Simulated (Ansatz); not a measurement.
TaS₃ in space group P2_1/m (No. 11; Pearson symbol mP24), plane-wave PAW PBE (Ansatz code), all energies at zero smearing, with the estimated change up to a 700 eV cutoff added, with one set of potentials and settings (totals compare only within such a set). Cell of 24 atoms (6 Ta, 18 S): -75850.286 eV.

```tsv
element	reference phase	E (eV/atom)
Ta	Im-3m, 1 atoms in the cell	-9932.2522
S	Fddd, 32 atoms in the cell	-902.0599
```

Formation energy per atom, worked out: (-75850.286 − 6×(-9932.2522) − 18×(-902.0599))/24 = -0.821 eV/atom (-79 kJ per mol of atoms), at 0 K, without zero-point energy or fitted corrections.

The workflow started from a Materials Project entry (that database holds measured and hypothetical structures alike); the Crystallography Open Database files this formula in space group No. 11, but the cells were not matched. Whether it is the stable phase at ambient conditions was not checked. Symmetry was held in the PBE relaxation; whether a distortion lowers the energy is not shown. No spin polarisation was allowed. A crystal of weakly bound layers computed without a dispersion correction: the cell and the soft elastic constants depend strongly on that. The references are the lowest solids computed at this level, not always the standard phases. Spin–orbit coupling is left out wherever it is not named.

Potentials: the later of the program's two PAW sets.
